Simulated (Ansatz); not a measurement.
Bi2Se3:
```xyz
20
Lattice="12.0495 0.0000 0.0000 0.0000 4.1228 0.0000 0.0000 0.0000 11.5714" Properties=species:S:1:pos:R:3 pbc="T T T"
Bi    11.8411     1.0307     1.9788
Bi     5.8164     1.0307     3.8069
Bi     0.2084     3.0921     9.5926
Bi     6.2331     3.0921     7.7645
Bi     7.8741     1.0307    11.1287
Bi     1.8494     1.0307     6.2284
Bi     4.1754     3.0921     0.4427
Bi    10.2001     3.0921     5.3430
Se     3.4347     1.0307     2.2708
Se     9.4595     1.0307     3.5149
Se     8.6148     3.0921     9.3006
Se     2.5900     3.0921     8.0565
Se     5.3874     1.0307    10.0315
Se    11.4121     1.0307     7.3255
Se     6.6621     3.0921     1.5399
Se     0.6374     3.0921     4.2458
Se     7.5359     1.0307     6.3935
Se     1.5112     1.0307    10.9636
Se     4.5136     3.0921     5.1779
Se    10.5383     3.0921     0.6078
```

Relaxed with r²SCAN+D4.

### Question
Map the electron localisation function on the plane through (0.983, 0.250, 0.171) spanned by u = [1, 0, 0] and v = [0, 0, 1] in lattice vectors, from plane-wave PAW r²SCAN+D4 (Ansatz code).

### Answer
x is the fraction of u, y of v (the angle between them is 90°; rows are the nearest grid lines); atoms in the plane: Bi at (0.00, 0.00), Bi at (0.50, 0.16), Bi at (0.67, 0.79), Bi at (0.17, 0.37), Se at (0.30, 0.03), Se at (0.80, 0.13), Se at (0.46, 0.70), Se at (0.96, 0.46), Se at (0.64, 0.38), Se at (0.14, 0.78).
```
|# -++: -%@@+:=#%#=.         .-===::-=- #|
|-=++=.  -*%%%%%#+:                .:-=--|
|++=-::.  :+####*-.      .:--:.     .:==+|
|.:-*%@%%+:  ....      .-=+++**-     ....|
|.+%@@%%%@@*.   .:=++::-==..:+**:       .|
|:*%%*..+@@@=  :*%@@%#*==: ..=++-       :|
|:*#%#--#@@@=  =%@@%#%%===:.-++=:       :|
|.-+#%%@@@%*. .*%@*..%%*---=--:.        .|
|  .:=+++-.   .+%@@##%#+:.....           |
|-.            .+#%@@#=.            :===-|
|#+:            :+*##=.            :*#%%#|
|@%#=.                 .::::.     =#@@@@@|
|+%%*-:::::.         :=*#%%%%#=  .*%@*:.+|
|#%%+-====+=-.       +#%%**%@@%- .+%@%*+#|
|%%#==-..:++=:       *%%*::*@@@=  =#@@%%%|
|*=--=- ..=*+-       *%@%+=#@@%-   :+###*|
|  .:=++++**+.       :+%@@@@%+.          |
|    .:==++-     .:--=---==:  :=**+-:    |
|      .::.      .-=+++=-.. .-*#%%#*=.   |
|           .....:=-. -++: :#@@#*#%%#=.  |
|::..    -#%@%%#+-==..=++: =@@@=.:#%%+:::|
|++++-. -%@@@%%@@#=-=++=:  -%@@@%@@@*-=++|
|-=+++. =@@@*-=%@%=--=-:.  .*@@@@@%#=-==-|
|# -++: -%@@+:=#%#=.         .-===::-=- #|
```
Scale: ten equal steps from 0.006 (start of ' ') to 0.858 (end of '@'), in the order ' .:-=+*#%@'; x runs from 0.000 to 1.00, y from 0.000 (bottom) to 1.00 (top).

The density is the valence pseudo-density with augmentation charge, so density and ELF within about 1 Å of a nucleus are not all-electron values.

Space group Pnma. A made-up cell: these elements were put on the sites of a structure type; the Crystallography Open Database files this formula in space group No. 62, but the cells were not matched. It is not the phase usual at ambient conditions (space group No. 166). The cell was relaxed with r²SCAN+D4 under the symmetry of its start; whether a distortion lowers the energy is not shown. Spin–orbit coupling is left out wherever it is not named.

Potentials: the later of the program's two PAW sets.
